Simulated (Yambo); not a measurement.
**Convergence of the G0W0 gap of Mg₃ZnO₄**

G0W0@LDA for Mg$_{3}$ZnO$_{4}$ (space group Cmmm, No. 65) in Yambo. Reference settings: 2×2×4 Γ-centred k mesh, bands 8 to 167 and a 8 Ry block in the screening, 167 bands in G with the Bruneval-Gonze terminator, plasmon pole fitted at 27.2 eV. The LDA gap (0, -0.5, 0) → Γ on this mesh is 3.13 eV; G0W0 gaps are taken between the same points.

```
change from the reference       G0W0 gap (0, -0.5, 0) → Γ (eV)  shift of the valence edge (eV)        rough Yambo cost
------------------------------  ------------------------------  ------------------------------  ----------------------
reference settings                                        5.38                           -1.10                       1
76 bands in W, 76 bands in G                              5.64                           -0.99               about 1/3
115 bands in W, 115 bands in G                            5.45                           -1.04  within a factor of two
76 bands in G                                             5.41                           -1.10                       –
115 bands in G                                            5.39                           -1.10                       –
89 bands in W                                             5.54                           -1.02  within a factor of two
1 Ry block                                                6.65                           -2.00  within a factor of two
3 Ry block                                                5.25                           -1.10  within a factor of two
7 Ry block                                                5.34                           -1.08  within a factor of two
pole fitted at 55 eV                                      5.40                           -1.17                       –
no random integration                                     5.31                           -0.88                       –
76 bands in G, no terminator                              5.20                           -0.46                       –
115 bands in G, no terminator                             5.25                           -0.71                       –
no terminator                                             5.29                           -0.88                       –
```

The reference isn't shown to be the converged limit. Costs are rough (shared machines), scaled to the same edge states, and given only for runs that recompute the screening.

Geometry of the Materials Project entry, not relaxed at this level; primitive cell a = 5.237 Å, b = 5.237 Å, c = 3.028 Å, α = 90.00°, β = 90.00°, γ = 109.49°.

The structure is a Materials Project entry; no match was found in the copy of COD used, and its stability was not checked.

A shift is the quasiparticle energy of the state minus its LDA energy.
